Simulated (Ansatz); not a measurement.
# Ta4O (P4/mmm), stationary points along a deformation path

These are results of DFT PBEsol, scalar-relativistic, plane waves, PAW in Ansatz, not measurements. Settings: plane waves to 420 eV, k-mesh 16×16×8 (Γ-centred), Gaussian smearing 0.15 eV. Spin–orbit coupling is left out, which matters for the heavy elements here. No spin polarisation. Energies are free energies at this smearing, counted from the undisturbed cell; pressure is positive in compression.

Zero of the scan (relaxed at this level; with this scan's settings it stands at 0.1 GPa; it needn't be the usual structure):

```
CELL_PARAMETERS angstrom
3.21094 0.00000 0.00000
0.00000 3.21094 0.00000
0.00000 0.00000 7.34198
ATOMIC_POSITIONS crystal
Ta 0.00000 0.00000 0.50000
Ta 0.50000 0.50000 0.78278
Ta 0.50000 0.50000 0.21722
Ta 0.00000 0.00000 0.00000
O 0.50000 0.50000 0.50000
```

At fixed volume and fractional coordinates, lengths along (0.000, 0.000, 1.000) are scaled against those across it; ρ is that ratio over its starting value. V = 15.139 Å³/atom. Δσ is the stress along the axis less the mean stress across it (compression positive).

```
    ρ  ΔE (meV/atom)  Δσ (GPa) space group
0.800          471.8     70.59       P4/mmm
0.850          242.1     49.69       P4/mmm
0.920           59.9     23.83       P4/mmm
0.960           13.6     10.89       P4/mmm
1.000            0.0      0.05       P4/mmm
1.050           15.5     -9.39       P4/mmm
1.100           51.6    -14.83       P4/mmm
1.200          144.3    -17.90       P4/mmm
1.300          236.5    -17.29       P4/mmm
```

Problem. How does the stress give the slope of the energy, and where is the energy stationary?

Solution. Along the path d ln(length) is 2/3 d ln ρ on the axis and −1/3 d ln ρ across it, so dE/d ln ρ = −(2/3) V Δσ: the energy falls with ρ where Δσ is positive. Δσ vanishes or changes sign between ρ = 1.000 and 1.050, a minimum (near 1.00 by linear interpolation). Pairs of stationary points between two samples would go unseen, and could change a minimum read from distant neighbours into a maximum.

Problem. Integrate that slope from ρ = 1 to 0.850 by the trapezoid rule.

Solution. With V/N in Å³ and 1 eV/Å³ = 160.2 GPa the slopes at ρ = 1.000, 0.960, 0.920, 0.850 are -3, -686, -1501, -3130 meV/atom per unit of ln ρ. The steps add 14.1 + 46.5 + 183.3 = 243.9 meV/atom, against 242.1 from the energies; the trapezoid rule misses the curvature of the slope within each step.

Forces appear on the atoms along this scan, and letting them relax would lower the energy and soften the response. No gap shows at this level, though a semilocal functional can close a small gap that the real compound has; without a gap these slopes depend on the k mesh and the smearing.

Cost: 9 runs of about 2.3 core-minutes in all, on Intel Xeon 6975P-C (Granite Rapids) (shared hosts).